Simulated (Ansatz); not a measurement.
Consider the following.

V₂InC:
```cif
data_C2In2V4
_chemical_formula_sum 'V4 In2 C2'
_space_group_name_H-M_alt 'P 1'
_space_group_IT_number 1
_cell_length_a 2.98549
_cell_length_b 2.98549
_cell_length_c 13.43767
_cell_angle_alpha 90.000
_cell_angle_beta 90.000
_cell_angle_gamma 120.000
loop_
_space_group_symop_operation_xyz
  'x, y, z'
loop_
_atom_site_label
_atom_site_type_symbol
_atom_site_fract_x
_atom_site_fract_y
_atom_site_fract_z
_atom_site_occupancy
V1 V 0.33333 0.66667 0.07790 1
V2 V 0.66667 0.33333 0.92210 1
V3 V 0.66667 0.33333 0.57790 1
V4 V 0.33333 0.66667 0.42210 1
In1 In 0.33333 0.66667 0.75000 1
In2 In 0.66667 0.33333 0.25000 1
C1 C 0.00000 0.00000 0.00000 1
C2 C 0.00000 0.00000 0.50000 1
```

This is the PBEsol-relaxed structure.

Question: All from PBEsol (plane waves, PAW; program Ansatz), unless another level is named. Predict the Hill bulk and shear moduli.

Answer: 168 and 113 GPa.

Question: Next, the highest zone-centre frequency?

Answer: 700 cm⁻¹.

Space group P6_3/mmc. The first step of the workflow began from a Materials Project structure, measured or hypothetical; the Crystallography Open Database copy checked does not list it. Whether it is the stable phase at ambient conditions was not checked. The PBEsol relaxation kept the symmetry of its start; of distortions, only those at the zone centre were tested. No spin polarisation was allowed. As this level gives no gap, shear constants depend on the k-mesh and smearing (Fermi–Dirac, 0.1 eV here). As this level gives no gap, phonon frequencies hold no LO–TO term and depend on the k-mesh and smearing (Fermi–Dirac, 0.1 eV here).

Potentials: the later of the program's two PAW sets.
